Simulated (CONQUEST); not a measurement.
Input and output of a self-consistent single point for SnO (P4/nmm, 4 atoms in the cell; from Materials Project mp-2097, changed as shown) (CONQUEST).

All values come from this method and carry its errors: PBE, numerical atomic orbitals double-zeta with polarisation (the shipped basis), PseudoDojo norm-conserving potentials made for PBE (CONQUEST 1.3).

The change in words: volume scaled by 0.99. Reference geometry (P4/nmm):
```xyz
4
Lattice="3.8137 0.0000 0.0000 0.0000 3.8137 0.0000 0.0000 0.0000 4.8869" Properties=species:S:1:pos:R:3 pbc="T T T"
Sn     0.0000     1.9068     1.1502
Sn     1.9068     0.0000     3.7367
O      1.9068     1.9068     0.0000
O      0.0000     0.0000     0.0000
```

Reference input (self-consistent single point, DFT, PBE, numerical atomic orbitals double-zeta with polarisation (the shipped basis), PseudoDojo norm-conserving potentials made for PBE): basis = DZP; Diag.MPMeshX, Y, Z = 8 8 6; potentials = PseudoDojo norm-conserving PBE; Grid.GridCutoff = 140 Ha; DM.SolutionMethod = diagon; Diag.SmearingType = 1; Diag.kT = 0.001837 Ha; Diag.GammaCentred = true; Diag.MPOrder = 0; minE.SCTolerance = 1.0e-06; SC.MaxIters = 100; SC.LinearMixingFactor = 0.3. This run's input differs from it in these lines:

```diff
@@ -33,5 +33,5 @@
 # file: input.coords
-     3.813700000      0.000000000      0.000000000
-     0.000000000      3.813700000      0.000000000
-     0.000000000      0.000000000      4.886910000
+     3.800943000      0.000000000      0.000000000
+     0.000000000      3.800943000      0.000000000
+     0.000000000      0.000000000      4.870563000
 4
```

The program printed (abridged):

```
    new_SC_potl: Starting.  Tolerance:  0.10000E-05

    PulayMixSC: Starting Pulay mixing, A_up =  0.300 A_dn =  0.300
    PulayMixSC: Spin non-polarised calculation.
    PulayMixSC: with Kerker preconditioning, q0 =  0.100
          Harris-Foulkes Energy            :      -190.783181248769012 Ha
          (TS=0 as O(N) or entropic contribution is negligible)
          DFT Total Energy                 :      -190.419199934307187 Ha
          Total number of electrons        :        39.999999999999787
    PulayMixSC: Pulay iteration     1 residual:              0.69152E-02
   [... lines left out ...]
          Total number of electrons        :        40.000027157302057
    PulayMixSC: Pulay iteration     8 residual:              0.10258E-05
          Harris-Foulkes Energy            :      -190.666160041272576 Ha
          GroundState Energy (kT --> 0)    :      -190.666163844544883 Ha
          Free Energy (E-TS)               :      -190.666167647817190 Ha
          DFT Total Energy                 :      -190.666160042744082 Ha
          Total number of electrons        :        40.000026434410309
    PulayMixSC: Pulay iteration     9 residual:              0.69121E-06
    PulayMixSC: Reached SCF tolerance of  0.69121E-06 after      9 iterations
      | Number of electrons      =        40.000026
      |* band energy as 2Tr[K.H] =       -27.946296253552575 Ha
      |  screened ion-ion energy =      -144.453007876576294 Ha
      |  Ha correction           =        -0.326923875197978 Ha
      |  XC correction           =       -17.939928681831205 Ha
      | GS Energy with kT -> 0   =      -190.666163844544883 Ha
      | Free Energy as E-TS      =      -190.666167647817190 Ha
      |* Harris-Foulkes energy   =      -190.666160041272576 Ha
      |* DFT total energy        =      -190.666160042744082 Ha
      |  estimated accuracy      =         0.000000001471506 Ha

    force: Forces on atoms (Ha/A )
    force:  Atom   X              Y              Z
   [... lines left out ...]
    force:     4  -0.0000000000   0.0000000000   0.0000000000

    force: Maximum force :        0.03563078(Ha/A ) on atom         2 in z direction
    force: Force Residual:        0.02519477 Ha/A
    force: Total stress:         -8.47089468    -8.47089468    -6.36924670 GPa
    force: Average pressure:      7.77034535 GPa

    force: Finished force
    get_E_and_F: Change in energy during last step of electronic optimisation: -0.20815E-06
```

The run converged in 9 iterations. CONQUEST prints the stress tensor with tension positive. Against the reference run the free energy goes up by 7.9 meV/atom, the pressure goes from 6.62 to 7.77 GPa and the largest force goes from 0.803 to 0.970 eV/Å.

The program uses no crystal symmetry, so grid and mesh can part values that symmetry would make equal. The atom-centred basis is finite, which shifts total energies, pressures and forces against plane waves. The structure comes from a collection of computed structures, made at another level of theory; the collection holds predicted forms beside known ones.

Cost on one core: about 80 core-seconds (a rough figure).
